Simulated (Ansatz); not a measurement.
How much do the gradients of CdS depend on the method?

Cell: a computed structure from the Materials Project (it need not be an observed phase), whose atoms a relaxation with PBE at fixed cell left in place.

```cif
data_structure
_symmetry_space_group_name_H-M 'P 1'
_symmetry_Int_Tables_number 1
_cell_length_a 4.1688
_cell_length_b 4.1688
_cell_length_c 6.7796
_cell_angle_alpha 90.000
_cell_angle_beta 90.000
_cell_angle_gamma 120.000
_cell_volume 102.04
loop_
_atom_site_label
_atom_site_type_symbol
_atom_site_fract_x
_atom_site_fract_y
_atom_site_fract_z
_atom_site_occupancy
Cd1 Cd 0.66667 0.33333 0.50022 1
Cd2 Cd 0.33333 0.66667 0.00022 1
S3 S 0.66667 0.33333 0.87678 1
S4 S 0.33333 0.66667 0.37678 1
```

Sites (sets of like atoms) are named by element and the number of their first atom in this list.

First run. All values are calculated (Ansatz; DFT, PBE, plane waves and PAW, scalar-relativistic, 420 eV cutoff, Γ-centred 9×9×5 k-points, Fermi–Dirac smearing 0.01 eV), not measured.

```csv
site,atom,V_zz (10²¹ V/m²),η
Cd,1,0.24,0.00
```

Second run. The same atoms and settings, except that the functional is r2SCAN and the cutoff is 500 eV.

Task: Given the first result, estimate the second.

Result: 

```tsv
site	atom	V_zz	η	change of V_zz
Cd	1	0.29	0.00	+0.05
```

The largest change of V_zz is on Cd, from 0.24 to 0.29. Sites with |V_zz| of 0.02 or less aren't listed.

For the first run: Without spin–orbit coupling (the program notes it for Cd) the gradients can shift somewhat, as the gap is small.
For the second run: Without spin–orbit coupling (the program notes it for Cd) the gradients are little affected as a rule: paired runs on crystals with a gap mostly move them by under 2 % at such atoms.
